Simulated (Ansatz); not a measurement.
PbS:
```xyz
4
Lattice="2.0706 -5.9122 0.0000 2.0706 5.9122 0.0000 0.0000 0.0000 4.2610" Properties=species:S:1:pos:R:3 pbc="T T T"
Pb     2.0706    -4.3913     3.1957
Pb     2.0706     4.3913     1.0652
S      2.0706    -1.7114     3.1957
S      2.0706     1.7114     1.0652
```

r²SCAN+D4 in the plane-wave PAW code Ansatz gives a gap of 1.36 eV without spin–orbit coupling, maximum on the T–Y line, 26 % of the way from T, minimum on the Y–C0 line, 13 % of the way from Y.

What happens when spin–orbit coupling is switched on?

The gap falls by 0.26 eV, to 1.10 eV; maximum on the T–Y line, 26 % of the way from T, minimum on the T–Y line, 28 % of the way from T.

Give the electron effective mass with spin–orbit coupling.

0.16, 0.16, 0.33 mₑ (principal values).

Give the hole effective mass with spin–orbit coupling.

0.14, 0.16, 1.2 mₑ (principal values).

Space group Cmcm. The workflow started from a Materials Project entry (that database holds measured and hypothetical structures alike); the Crystallography Open Database copy checked does not list it. It is not the phase usual at ambient conditions (space group No. 225). The cell was relaxed with r²SCAN+D4 under the symmetry of its start; whether a distortion lowers the energy is not shown.

Potentials: the later of the program's two PAW sets.
